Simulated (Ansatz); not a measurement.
A geometry of Ag away from equilibrium: the start of the relaxation of a generated cell, Ag built in the AFLOW prototype A_aP4_2_aci. Method: r2SCAN (plane waves to 500 eV, PAW, scalar-relativistic; Ansatz, a program for electronic structure). Γ-centred k-mesh 12×10×5 on the run's cell (coarser than for final values), Fermi–Dirac smearing 0.05 eV.

```xyz
4
Lattice="2.7984 0.0000 0.0000 0.2801 3.3016 0.0000 0.1218 0.5485 7.4051" Properties=species:S:1:pos:R:3:forces:R:3 pbc="T T T" free_energy=-30415.286 pressure_GPa=8.0
Ag     0.0000     0.0000     0.0000    0.0000    0.0000    0.0000
Ag     0.0609     0.2742     3.7026    0.0000    0.0000    0.0000
Ag     1.4035     2.0306     1.9179    0.8213   -1.2607    0.0060
Ag     1.7969     1.8195     5.4872   -0.8213    1.2607   -0.0060
```

Positions in Å, forces in eV/Å, free energy of the cell in eV (comparable only within this code, potentials and settings). Largest force: 1.50 eV/Å, on Ag3, Ag4 (atoms numbered as listed); the geometry lies 0.18 eV/atom above the end of its relaxation.

No spin polarisation in the result.

The run could not lose the symmetry of its start.
